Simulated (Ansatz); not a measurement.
Relaxed-ion elastic tensor of SiMo₃ in space group Fm-3m (No. 225; Si on 4a, Mo on 4b, Mo on 8c) in GPa (Voigt order), r²SCAN (plane waves, PAW; program Ansatz); density 8.93 g/cm³, 14.69 Å³ per atom.

```
305  229  229  0.0  0.0  0.0
229  305  229  0.0  0.0  0.0
229  229  305  0.0  0.0  0.0
0.0  0.0  0.0  115  0.0  0.0
0.0  0.0  0.0  0.0  115  0.0
0.0  0.0  0.0  0.0  0.0  115
```

### Question
Is the crystal mechanically stable?

### Answer
Yes: the smallest eigenvalue of C is 76.7 GPa.

### Question
Work out the Voigt, Reuss and Hill averages.

### Answer
K_V = 254, K_R = 254, K_H = 254; G_V = 84.2, G_R = 63.9, G_H = 74.0 GPa.

### Question
Give Young's modulus, Poisson's ratio, Pugh's ratio and the universal anisotropy index.

### Answer
E = 9KG/(3K + G) = 202 GPa; ν = 0.37; K/G = 3.44 (ductile by the Pugh limit of 1.75); A_U = 5G_V/G_R + K_V/K_R − 6 = 1.59.

### Question
Estimate the sound speeds and the Debye temperature.

### Answer
v_l = √((K + 4G/3)/ρ) = 6290 m/s, v_t = √(G/ρ) = 2880 m/s, mean 3250 m/s; Θ = (h/k)(3n/4πV)^(1/3) v_m = 395 K.

### Question
Give the Zener ratio and Young's modulus along [100], [110] and [111].

### Answer
A = 2C44/(C11 − C12) = 2.99; 1/E = S11 − 2(S11 − S12 − S44/2)Γ with Γ = 0, 1/4, 1/3 gives 110, 209, 299 GPa.

A made-up cell: these elements were put on the sites of a structure type; neither database checked (COD, Materials Project) lists it. COD files the formula under space group No. 223. Its standing as an ambient phase is unchecked. The cell was relaxed with r²SCAN under the symmetry of its start; its stability against distortions is not shown here. The run is not spin-polarised. As this level gives no gap, shear constants depend on the k-mesh and smearing (Fermi–Dirac, 0.1 eV here).

Potentials: the earlier of the program's two PAW sets.
